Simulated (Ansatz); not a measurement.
**Os: stiffness from a series of strains**

```
CELL_PARAMETERS angstrom
2.73410 0.00000 0.00000
-1.36705 2.36780 0.00000
0.00000 0.00000 4.31970
ATOMIC_POSITIONS crystal
Os 0.33333 0.66667 0.25000
Os 0.66667 0.33333 0.75000
```

Atom numbers follow the list: Os1, Os2.

The conventional cell has a = 2.734 Å, b = 2.734 Å, c = 4.320 Å, α = 90.00°, β = 90.00°, γ = 120.00°. Os (atom 1) is surrounded by 12 Os at 2.68 to 2.73 Å.

The cell comes from COD entry 9017843, which wasn't checked; take it as a given geometry.

No spin–orbit coupling, which matters for the heavy atoms here.

Theory: DFT, PBEsol, all-electron LAPW, scalar-relativistic in Ansatz 0.2.0.

Settings: a Γ-centred 17×17×10 k mesh, Fermi–Dirac smearing of 0.08 eV, basis error target 1 meV/atom, no spin polarisation.

The strain is applied along the Cartesian axes of the cell as listed (the other components stay zero). Fractional coordinates are held (clamped ions).

σ is the change of stress from the unstrained cell, which is at -2.70 GPa; tension is positive, so slopes are stress–strain coefficients at that pressure. In a metal the k mesh adds noise.

Only quantities that a quadratic follows smoothly over the whole series are listed; rougher ones are left out.

```tsv
εzz	σzz (GPa)	σxx (GPa)
-0.0200	-18.60	-4.98
0.0000	0.00	0.00
0.0100	8.27	2.17
0.0200	15.90	4.15
```

**Question.** Fit the series and read off the stiffness at zero strain.

**Answer.** Least-squares fits y = p0 + p1 x + p2 x² to the rows give σzz (GPa): p1 = 862, p2 = -3400; σxx (GPa): p1 = 228, p2 = -1000. So C33 = 862 GPa and C13 = 228 GPa, for these axes.

**Question.** One run, at εzz = -0.0100, is withheld. Predict its row.

**Answer.** The fits give -8.97, -2.39; the run gave -8.94, -2.38.
